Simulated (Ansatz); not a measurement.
TaP:
```xyz
4
Lattice="-1.6551 1.6551 5.6383 1.6551 -1.6551 5.6383 1.6551 1.6551 -5.6383" Properties=species:S:1:pos:R:3 pbc="T T T"
Ta     0.0000     1.6551     5.6312
Ta     0.0000     0.0000     2.8120
P      1.6551     0.0000     4.6982
P      0.0000     0.0000     7.5174
```

Relaxed with PBEsol. PBEsol in the plane-wave PAW code Ansatz gives no gap.

Task: What gap does HSE06 give on the same cell (Ansatz, PAW)?

Result: It stays without a gap at the points solved. The hybrid was solved on a coarser mesh and at special points; the gap given is the minimum over both. On such a mesh it can open a false gap in a semimetal.

```csv
k,v1 PBEsol,c1 PBEsol,v1 HSE06,c1 HSE06
Γ,-1.67,0.99,___,___
M,-0.92,1.45,___,___
X,-1.06,3.50,-1.38,4.21
P,-1.06,3.51,-1.38,4.21
N,-0.28,0.07,-0.28,0.33
S0,-0.22,0.07,___,___
R,-1.09,3.23,___,___
```

Task: Top valence (v1) and lowest conduction level (c1) in eV from each method's valence maximum (which need not be a listed point): supply the withheld HSE06 values.

Result: 
- Γ, v1 HSE06: -1.98
- Γ, c1 HSE06: 1.43
- S0, v1 HSE06: 0.00
- S0, c1 HSE06: 0.15
- M, v1 HSE06: -1.20
- M, c1 HSE06: 1.93
- R, v1 HSE06: -1.40
- R, c1 HSE06: 3.92

Cost on shared cores: the PBEsol run (SCF on a 17×17×17 mesh, then bands and DOS) roughly 120 core-seconds, the HSE06 run (SCF on 9×9×9, then a few points) roughly 11 core-minutes; the tasks are unlike.

Space group I4_1md. The workflow started from a Materials Project entry (that database holds measured and hypothetical structures alike); the Crystallography Open Database copy checked does not list it. COD files the formula under space group No. 141. Its standing as an ambient phase is unchecked. The cell was relaxed with PBEsol under the symmetry of its start; whether a distortion lowers the energy is not shown. No spin polarisation was allowed. A small band overlap can be real or an error of a semilocal functional. Scalar-relativistic: spin–orbit coupling is off unless named, which matters more the heavier the elements.

Potentials: the earlier of the program's two PAW sets. The files were generated under PBE; for other functionals the program regenerates the frozen cores, and for LDA and PBEsol the local potential too.
